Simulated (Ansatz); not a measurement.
Mo₃Se₄: do energies and stresses tell the same story?

Method: Ansatz 0.2.0, DFT PBEsol, scalar-relativistic, plane waves, PAW.

Cutoff 420 eV; k points 6×6×6 on the computed 14-atom cell (Γ-centred); Gaussian smearing, width 0.10 eV; no spin polarisation.

Relaxed cell: R-3, a = 9.462 Å, b = 9.462 Å, c = 11.185 Å, α = 90.00°, β = 90.00°, γ = 120.00°, 14 atoms in the primitive cell. Whether it is the stable form of this composition wasn't checked.

Energies at zero smearing and pressures from the stress tensor, at volumes with shape and atoms relaxed:
```csv
V (Å³/atom),E − E(first) (meV/atom),P (GPa)
18.172,0.00,11.16
18.792,-35.53,7.40
19.411,-57.90,4.35
20.031,-69.69,1.90
20.650,-73.10,0.00
21.270,-70.20,-1.39
21.889,-63.12,-2.24
22.715,-50.19,-2.90
```

Task: Check P = −dE/dV between neighbouring volumes, and get the bulk modulus from the pressures alone.

Result: With 1 eV/Å³ = 160.2 GPa:
```
middle V (Å³/atom)  −ΔE/ΔV (GPa) mean P (GPa)
            18.482         9.188         9.279
            19.102         5.787         5.875
            19.721         3.048         3.128
            20.341         0.883         0.952
            20.960        -0.751        -0.694
            21.580        -1.830        -1.814
            22.302        -2.508        -2.571
```

The two differ by 0.09 GPa at most. The mean of two end pressures misses the average over a step by about ΔV² P″/12, up to 0.06 GPa here; with that taken off 0.12 GPa remains. The stress is the derivative of the free energy, not of the energy at zero smearing, and with free energies 0.03 GPa remains. Around V = 20.650 Å³/atom, the two neighbours give B = −V ΔP/ΔV = 20.650 × 3.29 / 1.239 = 54.9 GPa, against B0 = 50.5 GPa from the Birch–Murnaghan fit of the energies, which describes these points poorly (B0' = 9.4).

A ferromagnetic start lost its moments in a first run, so spin was left out; other magnetic orders weren't tried.

Cost: 9 runs of about 89 core-minutes in all, on Intel Xeon Platinum 8488C (Sapphire Rapids) (shared hosts).